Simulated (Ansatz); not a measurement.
NaCl (rock salt) is sheared across one {100} plane: the third cell vector gains the shift, so faults repeat every 8.5 Å. The cut lies between planes 2.85 Å apart; the cell height is held.

```yaml
crystal:
  lattice:
    - [4.02735, 0.00000, 0.00000]
    - [0.00000, 4.02735, 0.00000]
    - [2.01367, 2.01367, 8.54329]
  atoms:
    - { symbol: Cl, position: [0.00000, 0.00000, 0.83333] }
    - { symbol: Cl, position: [0.33333, 0.33333, 0.16667] }
    - { symbol: Cl, position: [0.66667, 0.66667, 0.50000] }
    - { symbol: Na, position: [0.50000, 0.50000, 0.83333] }
    - { symbol: Na, position: [0.83333, 0.83333, 0.16667] }
    - { symbol: Na, position: [0.16667, 0.16667, 0.50000] }
```

In-plane vectors a = (4.027, 0.000) Å, b = (0.000, 4.027) Å, area 16.22 Å². The shift is s times the vector a (length 4.027 Å), so s = 1 restores the start. Atoms relax along the normal only. γ = [E(shift) − E(0)] / area.

These are PBE (plane waves to 420 eV, PAW, scalar-relativistic; Ansatz, an electronic-structure program) values and carry that method's errors. k mesh 7×7×7 (Γ-centred), Fermi-Dirac smearing 0.05 eV. E is the zero-smearing estimate. Faults lie only 8.5 Å apart, and holding the cell height raises γ above its relaxed value. NaCl was relaxed with its symmetry unable to fall. The zero of γ is zero shift.

```
s      γ (mJ/m²)
-----  ---------
0.000          0
0.083         23
0.167         87
0.250        179
0.333        273
0.417        339
0.500        362
0.583        339
0.667        273
0.750        179
0.833         87
0.917         23
```

Does γ have a local minimum between the ends of the line, and at which s?

No computed point is one.

By a periodic cubic spline through the points, what shear stress does the steepest rise of γ from s = 0 correspond to?

2.9 GPa. A slope of 1 mJ/m² per Å is 0.01 GPa.

(The slope of γ gives the shear force per area between the displaced halves; near zero shift its curvature is an elastic stiffness.)
